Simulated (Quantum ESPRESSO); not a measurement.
# Pt3Cu2InMoSn: finding a planted mistake in a log

A calculation, not a measurement. The program is pw.x of Quantum ESPRESSO 7.5 (plane-wave density functional theory). The cell is made up: eight metal atoms on a face-centred cubic lattice, with elements, volume, strain and displacements drawn at random and not relaxed, so it may be unstable or far from any real phase. PseudoDojo standard norm-conserving files set the functional (PBE unless stated); there is no spin polarisation or spin-orbit coupling, the Fermi-Dirac width of 0.25 eV means electrons at about 2900 K, and the masses in the input are unused placeholders. The copper pseudopotential is less sure than most, with forces differing by about three percent and pressure by about two GPa from a second method on plain copper. The tin pseudopotential is less sure than most, with forces differing by about three percent from a second method on plain tin. Heavy elements are run without spin-orbit coupling, which real alloys of them have. A spin test at this wide smearing found no moment, but such smearing suppresses magnetism that the real alloy may have.

Intended input:

```
&control calculation='scf', pseudo_dir='./dojo.nc.sr.pbe.v0_5.standard.upf', outdir='./o', disk_io='medium', tprnfor=.true., tstress=.true. /
&system ibrav=0, nat=8, ntyp=5, nbnd=80, ecutwfc=92.02030273, nosym=.true., tot_charge=0,
 occupations='smearing', smearing='fd', degauss=0.0183746611
/
&electrons conv_thr=1.470e-08, electron_maxstep=70, mixing_beta=0.5 /
ATOMIC_SPECIES
Cu 1.0 Cu.upf
In 1.0 In.upf
Mo 1.0 Mo.upf
Pt 1.0 Pt.upf
Sn 1.0 Sn.upf
CELL_PARAMETERS angstrom
0.0079 3.9663 4.0184
3.9833 0.0862 3.94
4.0804 3.985 -0.0108
ATOMIC_POSITIONS angstrom
Pt 0.0333 -0.0128 -0.0223
Cu 1.9654 1.9809 0.0705
Cu 1.9816 0.1355 1.986
In 4.0661 1.9908 2.0529
Mo 0.0024 2.0043 1.961
Pt 2.0906 4.1127 2.1083
Pt 1.9393 2.0674 3.9557
Sn 4.0351 4.146 3.919
K_POINTS automatic
5 5 5 1 1 1
```

The log is shortened where brackets say so; the opening notice, blank lines, dates and the lines on written files are dropped, and the path of the files is cut. It prints rydbergs, bohrs and kilobars, and counts compression as positive stress. Its total energy is the free energy E - TS of the whole cell.

Log of the intended run:

```
     Program PWSCF v.7.5
     Parallel version (MPI & OpenMP), running on       1 processor cores
     Number of MPI processes:                 1
     Threads/MPI process:                     1
     [start-up lines left out]
     bravais-lattice index     =            0
     lattice parameter (alat)  =      10.6697  a.u.
     unit-cell volume          =     851.5344 (a.u.)^3
     number of atoms/cell      =            8
     number of atomic types    =            5
     number of electrons       =       133.00
     number of Kohn-Sham states=           80
     kinetic-energy cutoff     =      92.0203  Ry
     charge density cutoff     =     368.0812  Ry
     scf convergence threshold =      1.5E-08
     mixing beta               =       0.5000
     number of iterations used =            8  plain     mixing
     Exchange-correlation= PBE
                           (   1   4   3   4   0   0   0)
     [axes and pseudopotential details left out]
   Cartesian axes
     site n.     atom                  positions (alat units)
         1        Pt     tau(   1) = (   0.0058978  -0.0022670  -0.0039496  )
         2        Cu     tau(   2) = (   0.3480949   0.3508401   0.0124864  )
         3        Cu     tau(   3) = (   0.3509641   0.0239986   0.3517434  )
         4        In     tau(   4) = (   0.7201530   0.3525935   0.3635922  )
         5        Mo     tau(   5) = (   0.0004251   0.3549845   0.3473156  )
         6        Pt     tau(   6) = (   0.3702693   0.7284064   0.3734041  )
         7        Pt     tau(   7) = (   0.3434723   0.3661603   0.7005999  )
         8        Sn     tau(   8) = (   0.7146626   0.7343042   0.6940999  )
     number of k points=    63  Fermi-Dirac smearing, width (Ry)=  0.0184
                       cart. coord. in units 2pi/alat
        k(    1) = (   0.0699601   0.0702430   0.0710379), wk =   0.0320000
        k(    2) = (   0.2067093   0.2132076  -0.0703420), wk =   0.0320000
     [further k points left out]
     Dense  grid:   101497 G-vectors     FFT dimensions: (  72,  72,  72)
     Estimated max dynamical RAM per process >     213.59 MB
     Initial potential from superposition of free atoms
     starting charge     132.9920, renormalised to     133.0000
     Starting wfcs are   78 randomized atomic wfcs +    2 random wfcs
     total cpu time spent up to now is       65.2 secs
     per-process dynamical memory:   112.0 Mb
     Self-consistent Calculation
     iteration #  1     ecut=    92.02 Ry     beta= 0.50
     Davidson diagonalization with overlap
     ethr =  1.00E-02,  avg # of iterations =  3.0
     total cpu time spent up to now is      269.7 secs
     total energy              =   -1972.12217090 Ry
     estimated scf accuracy    <       1.88747045 Ry
     iteration #  2     ecut=    92.02 Ry     beta= 0.50
     Davidson diagonalization with overlap
     ethr =  1.42E-03,  avg # of iterations =  3.0
     total cpu time spent up to now is      402.7 secs
     total energy              =   -1972.62859481 Ry
     estimated scf accuracy    <       4.08497210 Ry
     [iterations 3 to 14 left out]
     iteration # 15     ecut=    92.02 Ry     beta= 0.50
     Davidson diagonalization with overlap
     ethr =  2.40E-11,  avg # of iterations =  2.0
     total cpu time spent up to now is     2655.7 secs
     total energy              =   -1973.07077649 Ry
     estimated scf accuracy    <       0.00000004 Ry
     iteration # 16     ecut=    92.02 Ry     beta= 0.50
     Davidson diagonalization with overlap
     ethr =  2.40E-11,  avg # of iterations =  1.6
     total cpu time spent up to now is     2859.8 secs
     End of self-consistent calculation
     [lines on levels left out]
!    total energy              =   -1973.07077649 Ry
     estimated scf accuracy    <          1.2E-09 Ry
     smearing contrib. (-TS)   =      -0.08754285 Ry
     internal energy E=F+TS    =   -1972.98323364 Ry
     The total energy is F=E-TS. E is the sum of the following terms:
     one-electron contribution =    -730.41761377 Ry
     hartree contribution      =     455.56230540 Ry
     xc contribution           =    -341.18090917 Ry
     ewald contribution        =   -1356.94701609 Ry
     convergence has been achieved in  16 iterations
     Forces acting on atoms (cartesian axes, Ry/au):
     atom    1 type  4   force =    -0.03382751   -0.00610928    0.03029926
     atom    2 type  1   force =     0.01191780    0.01782658    0.00626612
     atom    3 type  1   force =     0.00441451   -0.01320797   -0.00519388
     atom    4 type  2   force =    -0.02396650    0.03817126   -0.01389765
     atom    5 type  3   force =    -0.00280621    0.04187890   -0.02602862
     atom    6 type  4   force =     0.00293032   -0.03202547   -0.04363842
     atom    7 type  4   force =     0.02595964   -0.01098789    0.01571773
     atom    8 type  5   force =     0.01537795   -0.03554614    0.03647547
     Total force =     0.119558     Total SCF correction =     0.000152
     Computing stress (Cartesian axis) and pressure
          total   stress  (Ry/bohr**3)                   (kbar)     P=       85.55
   0.00050393  -0.00011358   0.00010501           74.13      -16.71       15.45
  -0.00011358   0.00065145   0.00002653          -16.71       95.83        3.90
   0.00010501   0.00002653   0.00058933           15.45        3.90       86.69
     init_run     :     61.79s CPU     64.84s WALL (       1 calls)
     electrons    :   2719.15s CPU   2794.65s WALL (       1 calls)
     forces       :     28.64s CPU     28.86s WALL (       1 calls)
     stress       :    100.82s CPU    101.26s WALL (       1 calls)
     [timing details left out]
     PWSCF        :  48m31.32s CPU  49m51.41s WALL
     JOB DONE.
```

A second run was made from an input with one planted mistake. Its log:

```
     Program PWSCF v.7.5
     Parallel version (MPI & OpenMP), running on       1 processor cores
     Number of MPI processes:                 1
     Threads/MPI process:                     1
     [start-up lines left out]
     bravais-lattice index     =            0
     lattice parameter (alat)  =      10.6697  a.u.
     unit-cell volume          =     851.5344 (a.u.)^3
     number of atoms/cell      =            8
     number of atomic types    =            5
     number of electrons       =       133.00
     number of Kohn-Sham states=           80
     kinetic-energy cutoff     =      92.0203  Ry
     charge density cutoff     =     368.0812  Ry
     scf convergence threshold =      1.5E-08
     mixing beta               =       0.5000
     number of iterations used =            8  plain     mixing
     Exchange-correlation= PBESOL
                           (   1   4  10   8   0   0   0)
     [axes and pseudopotential details left out]
   Cartesian axes
     site n.     atom                  positions (alat units)
         1        Pt     tau(   1) = (   0.0058978  -0.0022670  -0.0039496  )
         2        Cu     tau(   2) = (   0.3480949   0.3508401   0.0124864  )
         3        Cu     tau(   3) = (   0.3509641   0.0239986   0.3517434  )
         4        In     tau(   4) = (   0.7201530   0.3525935   0.3635922  )
         5        Mo     tau(   5) = (   0.0004251   0.3549845   0.3473156  )
         6        Pt     tau(   6) = (   0.3702693   0.7284064   0.3734041  )
         7        Pt     tau(   7) = (   0.3434723   0.3661603   0.7005999  )
         8        Sn     tau(   8) = (   0.7146626   0.7343042   0.6940999  )
     number of k points=    63  Fermi-Dirac smearing, width (Ry)=  0.0184
                       cart. coord. in units 2pi/alat
        k(    1) = (   0.0699601   0.0702430   0.0710379), wk =   0.0320000
        k(    2) = (   0.2067093   0.2132076  -0.0703420), wk =   0.0320000
     [further k points left out]
     Dense  grid:   101497 G-vectors     FFT dimensions: (  72,  72,  72)
     Estimated max dynamical RAM per process >     213.59 MB
     Initial potential from superposition of free atoms
     starting charge     132.9928, renormalised to     133.0000
     Starting wfcs are   78 randomized atomic wfcs +    2 random wfcs
     total cpu time spent up to now is       30.4 secs
     per-process dynamical memory:   112.0 Mb
     Self-consistent Calculation
     iteration #  1     ecut=    92.02 Ry     beta= 0.50
     Davidson diagonalization with overlap
     ethr =  1.00E-02,  avg # of iterations =  3.0
     total cpu time spent up to now is      133.3 secs
     total energy              =   -1970.53317283 Ry
     estimated scf accuracy    <       2.07196338 Ry
     iteration #  2     ecut=    92.02 Ry     beta= 0.50
     Davidson diagonalization with overlap
     ethr =  1.56E-03,  avg # of iterations =  3.0
     total cpu time spent up to now is      270.9 secs
     total energy              =   -1971.10211993 Ry
     estimated scf accuracy    <       4.45120221 Ry
     [iterations 3 to 14 left out]
     iteration # 15     ecut=    92.02 Ry     beta= 0.50
     Davidson diagonalization with overlap
     ethr =  1.71E-11,  avg # of iterations =  2.0
     total cpu time spent up to now is     1864.4 secs
     total energy              =   -1971.58051126 Ry
     estimated scf accuracy    <       0.00000003 Ry
     iteration # 16     ecut=    92.02 Ry     beta= 0.50
     Davidson diagonalization with overlap
     ethr =  1.71E-11,  avg # of iterations =  1.9
     total cpu time spent up to now is     1958.1 secs
     End of self-consistent calculation
     [lines on levels left out]
!    total energy              =   -1971.58051126 Ry
     estimated scf accuracy    <          1.3E-09 Ry
     smearing contrib. (-TS)   =      -0.08770648 Ry
     internal energy E=F+TS    =   -1971.49280477 Ry
     The total energy is F=E-TS. E is the sum of the following terms:
     one-electron contribution =    -730.71315742 Ry
     hartree contribution      =     454.55756992 Ry
     xc contribution           =    -338.39020118 Ry
     ewald contribution        =   -1356.94701609 Ry
     convergence has been achieved in  16 iterations
     Forces acting on atoms (cartesian axes, Ry/au):
     atom    1 type  4   force =    -0.03020980   -0.00523241    0.02811897
     atom    2 type  1   force =     0.00970172    0.01499917    0.00597555
     atom    3 type  1   force =     0.00422207   -0.01095059   -0.00505313
     atom    4 type  2   force =    -0.02245722    0.03523972   -0.01239954
     atom    5 type  3   force =    -0.00241138    0.03932286   -0.02531884
     atom    6 type  4   force =     0.00302035   -0.02937233   -0.04007805
     atom    7 type  4   force =     0.02359942   -0.01043462    0.01472484
     atom    8 type  5   force =     0.01453483   -0.03357181    0.03403020
     Total force =     0.110449     Total SCF correction =     0.000147
     Computing stress (Cartesian axis) and pressure
          total   stress  (Ry/bohr**3)                   (kbar)     P=       10.08
  -0.00001913  -0.00010379   0.00010182           -2.81      -15.27       14.98
  -0.00010379   0.00014394   0.00003145          -15.27       21.17        4.63
   0.00010182   0.00003145   0.00008070           14.98        4.63       11.87
     init_run     :     26.02s CPU     30.32s WALL (       1 calls)
     electrons    :   1824.84s CPU   1927.70s WALL (       1 calls)
     forces       :     13.97s CPU     14.22s WALL (       1 calls)
     stress       :     53.58s CPU     53.96s WALL (       1 calls)
     [timing details left out]
     PWSCF        :  31m59.09s CPU  33m50.27s WALL
     JOB DONE.
```

Question: the log repeats what the program read. Compare it with the intended run: what was wrong in the second input?

Answer: the files are those of another functional. The input lines that differ:

```
- &control calculation='scf', pseudo_dir='./dojo.nc.sr.pbe.v0_5.standard.upf', outdir='./o', disk_io='medium', tprnfor=.true., tstress=.true. /
+ &control calculation='scf', pseudo_dir='./dojo.nc.sr.pbesol.v0_4_1.standard.upf', outdir='./o', disk_io='medium', tprnfor=.true., tstress=.true. /
```

|  | intended run | run with the mistake |
| --- | --- | --- |
| free energy (eV) | -26844.995 | -26824.719 |
| entropy term -TS, part of it (eV) | -1.191 | -1.193 |
| pressure (GPa) | 8.56 | 1.01 |
| size of the largest force component (eV/Å) | 1.122 | 1.030 |
| largest change of a force component (eV/Å) |  | 0.093 |
| iterations | 16 | 16 |

For scale, a rerun of the intended cell at a higher cutoff and on a denser mesh moved values by no more than 0.003 eV in energy, 0.02 GPa in stress and 0.005 eV/Å in force, and a second program with other atomic files agreed on that cell to 2 % rms in force and 0.5 GPa in pressure. Files of another functional or element have another zero of energy, so the energy change says nothing on stability.